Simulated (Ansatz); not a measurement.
**A film clamped to a substrate in SrTl**

Method: DFT PBEsol, scalar-relativistic, plane waves, PAW in Ansatz. Settings: plane waves to 420 eV, k-mesh 12×12×12 (Γ-centred), Gaussian smearing 0.15 eV. Spin–orbit coupling is left out, which can shift energies with elements as heavy as these. No spin polarisation. Energies are free energies at this smearing, counted from the undisturbed cell; pressure is positive in compression.

Zero of the scan (as given, not relaxed at this level; it stands at -0.3 GPa, and it needn't be the usual structure):

```yaml
crystal:
  lattice:
    - [4.03200, 0.00000, 0.00000]
    - [0.00000, 4.03200, 0.00000]
    - [0.00000, 0.00000, 4.03200]
  atoms:
    - { symbol: Sr, position: [0.00000, 0.00000, 0.00000] }
    - { symbol: Tl, position: [0.50000, 0.50000, 0.50000] }
```

The cell (2 atoms, V0 = 65.55 Å³) is strained by p along both x and y and by q along z, fractional coordinates fixed. τp = (1/V0) ∂E/∂p = (σxx + σyy)(1 + p)(1 + q) and τq = (1/V0) ∂E/∂q = σzz(1 + p)², with tension positive.

| p | q | ΔE (meV/atom) | τp (GPa) | τq (GPa) |
| --- | --- | --- | --- | --- |
| 0.000 | 0.000 | 0.00 | 0.65 | 0.32 |
| -0.025 | 0.000 | 5.24 | -2.81 | -1.01 |
| 0.025 | 0.000 | 10.73 | 3.45 | 1.39 |
| 0.000 | -0.025 | 1.02 | -0.58 | -0.76 |
| 0.000 | 0.025 | 3.88 | 1.81 | 1.16 |

Problem. Get the second derivatives of the energy density.

Solution. Central differences give A = ∂τp/∂p = 125 GPa (C11 + C22 + 2 C12), C = ∂τq/∂q = 38 GPa (C33) and the cross term B = ∂τq/∂p = 48 GPa (C13 + C23); ∂τp/∂q = 48 GPa must equal B, and any difference shows higher-order terms. The ions are clamped. In a cubic crystal C11 = C = 38, C12 = B/2 = 23.9 GPa and A should be 2(C11 + C12) = 125 GPa; the bulk modulus is (C11 + 2 C12)/3 = 28.8 GPa.

Problem. A film of this crystal grows with z along the normal on a substrate that imposes p. How does its thickness respond, and what does the misfit cost?

Solution. Count p and q from the stress-free cell. A free surface needs τq = 0, so q = −(B/C) p = -1.25 p. The energy density left is (A − B²/C) p²/2 = M p², with the biaxial modulus M = 33 GPa; a misfit of 1 % costs 0.67 meV/atom, against 1.28 meV/atom if the thickness were held.

In a metal these slopes depend on the k mesh and the smearing.